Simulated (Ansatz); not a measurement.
ZnO:
```yaml
crystal:
  lattice:
    - [3.22965, 0.00000, 0.00000]
    - [-1.61482, 2.79696, 0.00000]
    - [0.00000, 0.00000, 5.21473]
  atoms:
    - { symbol: Zn, position: [0.66667, 0.33333, 0.00204] }
    - { symbol: Zn, position: [0.33333, 0.66667, 0.50204] }
    - { symbol: O, position: [0.66667, 0.33333, 0.62316] }
    - { symbol: O, position: [0.33333, 0.66667, 0.12316] }
```

x, y and z are the axes in which the lattice vectors are written.

Problem. Give the proper piezoelectric stress tensor with relaxed ions from the program Ansatz at the PBEsol level (PAW).

Solution. In C/m², rows x, y, z, Voigt columns; mesh uncertainty up to 0.01.
```
 0.00   0.00   0.00   0.00   0.49   0.00
 0.00   0.00   0.00   0.49   0.00   0.00
 0.65   0.65  -1.25   0.00   0.00   0.00
```

The elastic tensor of the same run (GPa):

```tsv
	1	2	3	4	5	6
1	202	124	109	0.0	0.0	0.0
2	124	202	109	0.0	0.0	0.0
3	109	109	216	0.0	0.0	0.0
4	0.0	0.0	0.0	36.1	0.0	0.0
5	0.0	0.0	0.0	0.0	36.1	0.0
6	0.0	0.0	0.0	0.0	0.0	39.2
```

Problem. Convert to strain constants d = e·S.

Solution. In pC/N:
```
  0.0    0.0    0.0    0.0   13.7    0.0
  0.0    0.0    0.0   13.7    0.0    0.0
  6.0    6.0  -11.9    0.0    0.0    0.0
```

Space group P6_3mc (wurtzite). The PBEsol relaxation kept the symmetry of its start.

Potentials: the later of the program's two PAW sets.
